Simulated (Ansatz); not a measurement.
Y (hcp (Mg type), space group No. 194) at seven volumes, PBEsol (plane waves, PAW; program Ansatz), shape and atoms relaxed at each. One row is withheld.

```
V (Å³/atom)  P (GPa)
-----------  -------
28.483          4.57
29.422          2.87
30.361             ?
31.300          0.00
32.239         -1.21
33.178         -2.29
34.117         -3.24
```

Fit the shown pressures and predict the withheld one.

P = (3/2)B₀(x^(7/2) − x^(5/2))[1 + (3/4)(B′ − 4)(x − 1)] with x = (V₀/V)^(2/3). Least squares on the six rows gives V₀ = 31.298 Å³/atom, B₀ = 42.6 GPa, B′ = 2.83. At V = 30.361, x = 1.0205 and P = 1.35 GPa. The run itself gave 1.36 GPa.

Space group P6_3/mmc (hcp (Mg type)). The cell was relaxed with PBEsol under the symmetry of its start. No spin polarisation was allowed.

Potentials: the later of the program's two PAW sets.
